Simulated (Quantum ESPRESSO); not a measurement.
PdTa4Sc2Ti, input and log of a self-consistent run

A calculation, not a measurement. The program is pw.x of Quantum ESPRESSO 7.5 (plane-wave density functional theory). The cell is made up: eight metal atoms on a hexagonal close-packed lattice, with elements, volume, strain and displacements drawn at random and not relaxed, so it may be unstable or far from any real phase. PseudoDojo standard norm-conserving files set the functional (PBE unless stated); there is no spin polarisation or spin-orbit coupling, the Fermi-Dirac width of 0.25 eV means electrons at about 2900 K, and the masses in the input are unused placeholders. Heavy elements are run without spin-orbit coupling, which real alloys of them have. A spin test at this wide smearing found no moment, but such smearing suppresses magnetism that the real alloy may have.

Input:

```
&control calculation='scf', pseudo_dir='./dojo.nc.sr.pbe.v0_5.standard.upf', outdir='./o', disk_io='minimal', tprnfor=.true., tstress=.true. /
&system ibrav=0, nat=8, ntyp=4, nbnd=70, ecutwfc=84.00895049, nosym=.true., tot_charge=0,
 occupations='smearing', smearing='fd', degauss=0.0183746611
/
&electrons conv_thr=1.470e-08, electron_maxstep=70, mixing_beta=0.5 /
ATOMIC_SPECIES
Pd 1.0 Pd.upf
Sc 1.0 Sc.upf
Ta 1.0 Ta.upf
Ti 1.0 Ti.upf
CELL_PARAMETERS angstrom
3.0835 0.023 -0.0218
1.556 -2.6027 -4.6513
1.6357 7.9073 -4.6807
ATOMIC_POSITIONS angstrom
Pd -0.0044 0.0132 0.0143
Ta 1.6095 2.6669 -4.6701
Ta 1.5528 -0.8899 -2.3477
Ta 3.1928 1.8022 -7.0122
Sc 3.1188 5.3252 -4.6391
Sc 3.1323 0.0635 -4.6682
Ta 3.1107 1.8175 -2.3112
Ti 4.7235 4.4176 -7.0752
K_POINTS automatic
8 5 3 1 1 1
```

The log is shortened where brackets say so; the opening notice, blank lines, dates and the lines on written files are dropped, and the path of the files is cut. It prints rydbergs, bohrs and kilobars, and counts compression as positive stress. Its total energy is the free energy E - TS of the whole cell.

```
     Program PWSCF v.7.5
     Parallel version (MPI & OpenMP), running on       4 processor cores
     Number of MPI processes:                 4
     Threads/MPI process:                     1
     [start-up lines left out]
     bravais-lattice index     =            0
     lattice parameter (alat)  =       5.8273  a.u.
     unit-cell volume          =    1016.3319 (a.u.)^3
     number of atoms/cell      =            8
     number of atomic types    =            4
     number of electrons       =       104.00
     number of Kohn-Sham states=           70
     kinetic-energy cutoff     =      84.0090  Ry
     charge density cutoff     =     336.0358  Ry
     scf convergence threshold =      1.5E-08
     mixing beta               =       0.5000
     number of iterations used =            8  plain     mixing
     Exchange-correlation= PBE
                           (   1   4   3   4   0   0   0)
     [axes and pseudopotential details left out]
   Cartesian axes
     site n.     atom                  positions (alat units)
         1        Pd     tau(   1) = (  -0.0014269   0.0042806   0.0046373  )
         2        Ta     tau(   2) = (   0.5219442   0.8648481  -1.5144652  )
         3        Ta     tau(   3) = (   0.5035570  -0.2885854  -0.7613349  )
         4        Ta     tau(   4) = (   1.0353921   0.5844348  -2.2739840  )
         5        Sc     tau(   5) = (   1.0113946   1.7269073  -1.5044122  )
         6        Sc     tau(   6) = (   1.0157725   0.0205924  -1.5138490  )
         7        Ta     tau(   7) = (   1.0087679   0.5893965  -0.7494983  )
         8        Ti     tau(   8) = (   1.5317823   1.4325820  -2.2944143  )
     number of k points=    60  Fermi-Dirac smearing, width (Ry)=  0.0184
                       cart. coord. in units 2pi/alat
        k(    1) = (   0.0619650   0.0189332  -0.0561620), wk =   0.0333333
        k(    2) = (   0.0641998  -0.1763778   0.0538746), wk =   0.0333333
     [further k points left out]
     Dense  grid:   105631 G-vectors     FFT dimensions: (  36,  64, 108)
     Estimated max dynamical RAM per process >     408.55 MB
     Estimated total dynamical RAM >       1.52 GB
     Initial potential from superposition of free atoms
     starting charge     103.9893, renormalised to     104.0000
     Starting wfcs are   79 randomized atomic wfcs
     total cpu time spent up to now is        8.0 secs
     per-process dynamical memory:   329.6 Mb
     Self-consistent Calculation
     iteration #  1     ecut=    84.01 Ry     beta= 0.50
     Davidson diagonalization with overlap
     ethr =  1.00E-02,  avg # of iterations =  2.9
     total cpu time spent up to now is       25.3 secs
     total energy              =   -1087.09378218 Ry
     estimated scf accuracy    <      24.69281888 Ry
     iteration #  2     ecut=    84.01 Ry     beta= 0.50
     Davidson diagonalization with overlap
     ethr =  1.00E-02,  avg # of iterations =  5.9
     total cpu time spent up to now is       50.2 secs
     total energy              =   -1088.86395673 Ry
     estimated scf accuracy    <     258.92734681 Ry
     iteration #  3     ecut=    84.01 Ry     beta= 0.50
     Davidson diagonalization with overlap
     ethr =  1.00E-02,  avg # of iterations =  6.0
     total cpu time spent up to now is       75.7 secs
     total energy              =   -1103.02781291 Ry
     estimated scf accuracy    <      25.28015686 Ry
     iteration #  4     ecut=    84.01 Ry     beta= 0.50
     Davidson diagonalization with overlap
     ethr =  1.00E-02,  avg # of iterations =  2.0
     total cpu time spent up to now is       90.9 secs
     total energy              =   -1104.31816917 Ry
     estimated scf accuracy    <      29.66023291 Ry
     iteration #  5     ecut=    84.01 Ry     beta= 0.50
     Davidson diagonalization with overlap
     ethr =  1.00E-02,  avg # of iterations =  1.0
     total cpu time spent up to now is      104.1 secs
     total energy              =   -1104.68649046 Ry
     estimated scf accuracy    <      10.46801130 Ry
     [iterations 6 to 17 left out]
     iteration # 18     ecut=    84.01 Ry     beta= 0.50
     Davidson diagonalization with overlap
     ethr =  1.39E-07,  avg # of iterations =  1.0
     total cpu time spent up to now is      309.5 secs
     total energy              =   -1104.07790013 Ry
     estimated scf accuracy    <       0.00001483 Ry
     iteration # 19     ecut=    84.01 Ry     beta= 0.50
     Davidson diagonalization with overlap
     ethr =  1.43E-08,  avg # of iterations =  5.4
     total cpu time spent up to now is      327.0 secs
     total energy              =   -1104.07790237 Ry
     estimated scf accuracy    <       0.00000025 Ry
     iteration # 20     ecut=    84.01 Ry     beta= 0.50
     Davidson diagonalization with overlap
     ethr =  2.41E-10,  avg # of iterations =  5.9
     total cpu time spent up to now is      348.5 secs
     total energy              =   -1104.07790247 Ry
     estimated scf accuracy    <       0.00000011 Ry
     iteration # 21     ecut=    84.01 Ry     beta= 0.50
     Davidson diagonalization with overlap
     ethr =  1.10E-10,  avg # of iterations =  4.6
     total cpu time spent up to now is      367.9 secs
     total energy              =   -1104.07790248 Ry
     estimated scf accuracy    <       0.00000032 Ry
     iteration # 22     ecut=    84.01 Ry     beta= 0.50
     Davidson diagonalization with overlap
     ethr =  1.10E-10,  avg # of iterations =  2.4
     total cpu time spent up to now is      382.5 secs
     End of self-consistent calculation
     [lines on levels left out]
!    total energy              =   -1104.07790250 Ry
     estimated scf accuracy    <          2.8E-09 Ry
     smearing contrib. (-TS)   =      -0.15765462 Ry
     internal energy E=F+TS    =   -1103.92024788 Ry
     The total energy is F=E-TS. E is the sum of the following terms:
     one-electron contribution =    -309.27482600 Ry
     hartree contribution      =     197.17731097 Ry
     xc contribution           =    -210.51542317 Ry
     ewald contribution        =    -781.30730968 Ry
     convergence has been achieved in  22 iterations
     Forces acting on atoms (cartesian axes, Ry/au):
     atom    1 type  1   force =    -0.00126186    0.00155436   -0.00220351
     atom    2 type  3   force =    -0.00405584    0.00366380   -0.00071517
     atom    3 type  3   force =     0.00456110    0.01419037    0.03212563
     atom    4 type  3   force =     0.00212672   -0.00657752    0.02646316
     atom    5 type  2   force =     0.00391538    0.01047588   -0.04100381
     atom    6 type  2   force =    -0.00571013   -0.02939621    0.02190117
     atom    7 type  3   force =    -0.00067346   -0.01316549   -0.03777985
     atom    8 type  4   force =     0.00109809    0.01925481    0.00121238
     Total force =     0.084846     Total SCF correction =     0.000142
     Computing stress (Cartesian axis) and pressure
          total   stress  (Ry/bohr**3)                   (kbar)     P=       11.11
  -0.00019201   0.00001128  -0.00000142          -28.25        1.66       -0.21
   0.00001128  -0.00017088  -0.00001146            1.66      -25.14       -1.69
  -0.00000142  -0.00001146   0.00058936           -0.21       -1.69       86.70
     init_run     :      6.84s CPU      7.12s WALL (       1 calls)
     electrons    :    366.63s CPU    374.54s WALL (       1 calls)
     forces       :      2.84s CPU      2.87s WALL (       1 calls)
     stress       :      9.78s CPU      9.98s WALL (       1 calls)
     [timing details left out]
     PWSCF        :   6m26.93s CPU   6m35.44s WALL
     JOB DONE.
```

In other units: free energy -15021.745 eV for the cell, pressure 1.11 GPa, largest force component 1.054 eV/Å in size. The run took 397 s of wall time with four MPI processes on a shared machine (Intel Xeon, 2023 or later, virtual cores), so the time is rough. A rerun of this cell at a higher cutoff and on a denser mesh moved values by no more than 0.005 eV in energy, 0.05 GPa in stress and 0.005 eV/Å in force, and a second program with other atomic files agreed on that cell to 2 % rms in force and 0.5 GPa in pressure.